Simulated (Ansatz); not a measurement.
SiS₂ (SiS2 type, space group Ibam)

```xyz
6
Lattice="-2.9011 4.9480 2.7726 2.9011 -4.9480 2.7726 2.9011 4.9480 -2.7726" Properties=species:S:1:pos:R:3 pbc="T T T"
S      1.7425     3.8124     2.7726
S      1.1586    -1.1356     2.7726
S      1.7425     6.0836     0.0000
S      1.1586     1.1356     0.0000
Si     0.0000     0.0000     4.1589
Si     0.0000     0.0000     1.3863
```

Equation-of-state scan: isotropic scaling of the cell above, V₀ being its volume. The atoms relax within the cell's symmetry.

These are r2SCAN (plane waves to 500 eV, PAW, scalar-relativistic; Ansatz, a quantum-chemistry and plane-wave program) values and carry that method's errors. k mesh 9×9×9 (Γ-centred), Fermi-Dirac smearing 0.05 eV. Energies are smeared free energies. With the shape held, the modulus is that of even scaling; a crystal free to change shape is softer. SiS2 was relaxed with its symmetry unable to fall. ΔE is measured from the relaxed starting cell.

| V (Å³/atom) | ΔE (meV/atom) |
|---|---|
| 23.880 | 16.7 |
| 24.410 | 10.4 |
| 24.941 | 5.7 |
| 25.472 | 2.4 |
| 26.002 | 0.6 |
| 26.533 | 0.0 |
| 27.064 | 0.5 |
| 27.594 | 2.1 |
| 28.125 | 4.7 |
| 28.656 | 8.2 |
| 29.186 | 12.6 |

Q: What bulk modulus at fixed cell shape B₀ follows from a third-order Birch-Murnaghan fit?

A: 17.4 GPa.

Q: What is the fitted pressure derivative B₀′?

A: 3.1.

(Under strain, the slope of the energy per volume gives the stress and its curvature an elastic modulus.)
